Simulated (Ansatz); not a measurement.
# Two states of GdBRh3

```
Rh B Gd
1.0
     4.24938    0.00000    0.00000
     0.00000    4.24938    0.00000
     0.00000    0.00000    4.24938
Rh B Gd
3 1 1
Direct
  0.00000 0.50000 0.50000
  0.50000 0.00000 0.50000
  0.50000 0.50000 0.00000
  0.50000 0.50000 0.50000
  0.00000 0.00000 0.00000
```

The numbers come from plane-wave PAW DFT (Ansatz): r2SCAN, with U_eff = 6.73 eV on Gd f, U_eff = 0.98 eV on Rh d (all-electron-ortho-atomic projectors), 500 eV, 6×6×6 Γ-centred k points, fermi-dirac occupations (width 0.1 eV). Nothing was relaxed.

State A: Rh1 down, Rh2 down, Rh3 down, Gd5 up (collinear spin). State B: no moments (no spin polarisation).

Question: Which state is lower, and how do they differ?

Answer: State A is lower by 2017.4 meV an atom at zero smearing; in free energy at this smearing B lies +2002.2 meV an atom from A.

```csv
state,free energy (meV/atom),largest moment in a small sphere (μB),net moment (μB/cell),gap on mesh (eV),pressure (GPa),largest force (eV/Å)
A,0.0,7.13,6.29,metal,-6.1,0.00
B,2002.2,0.00,0.00,metal,-3.6,0.00
```

Origin: a database entry at a rescaled volume. Caveats: open f shell without moments.
